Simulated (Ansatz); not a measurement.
Values for one crystal, relaxed and computed with DFT-r²SCAN+D4 in the program Ansatz with PAW potentials; other levels are named.

```yaml
volume_per_atom: 30.05 Å³
band_gap: 0.98 eV (indirect)
Pressure derivative B′: 10.8
electron_effective_mass: 0.75, 1.3, 1.5 mₑ (principal values)
Bulk modulus (Birch–Murnaghan fit): 17.3 GPa
valence_band_maximum: at T
conduction_band_minimum: on the Γ–S0 line, 71 % of the way from Γ (k = 0.000, 0.240, -0.245 in fractions of the reciprocal vectors) (6 equivalent valleys)
```

### Question
Which of these materials gives this?
A) CaI2, CdI2 type
B) HgIBr, Cmc2_1 (Hg on 4a, I on 4a, Br on 4a)
C) NiI2, R-3m (Ni on 3a, I on 6c)
D) NiS2, P2_1/c (Ni on 2c, S on 4e)

### Answer
C, NiI2, R-3m (Ni on 3a, I on 6c)

The workflow started from an entry of the Crystallography Open Database (COD). Its standing as an ambient phase is unchecked. Symmetry was held in the r²SCAN+D4 relaxation; whether a distortion lowers the energy is not shown. The final state is ferromagnetic, the only order run, not a proven ground state. The cell computed holds one magnetic atom, so no antiferromagnetic order was within reach. Other orbital occupations within this spin state were not tried. No Hubbard U is applied. Scalar-relativistic: spin–orbit coupling is off unless named, which matters more the heavier the elements.

Potentials: the later of the program's two PAW sets.
